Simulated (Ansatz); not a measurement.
Te (trigonal Se type, P3_121) at seven volumes, PBEsol in the plane-wave PAW code Ansatz, shape and atoms relaxed at each. One row is withheld.

```
V (Å³/atom)  P (GPa)
-----------  -------
29.167          4.24
30.128          2.52
31.090          1.10
32.052         -0.01
33.013         -0.86
33.975             ?
34.936         -1.97
```

Fit the shown pressures and predict the withheld one.

P = (3/2)B₀(x^(7/2) − x^(5/2))[1 + (3/4)(B′ − 4)(x − 1)] with x = (V₀/V)^(2/3). Least squares on the six rows gives V₀ = 32.055 Å³/atom, B₀ = 32.0 GPa, B′ = 7.45. At V = 33.975, x = 0.9620 and P = -1.49 GPa. The run itself gave -1.51 GPa.

The cell was relaxed with PBEsol under the symmetry of its start. A crystal of weakly bound chains computed without a dispersion correction: the cell and the soft elastic constants depend strongly on that. Scalar-relativistic: spin–orbit coupling is off unless named, which matters more the heavier the elements.

Potentials: the later of the program's two PAW sets.
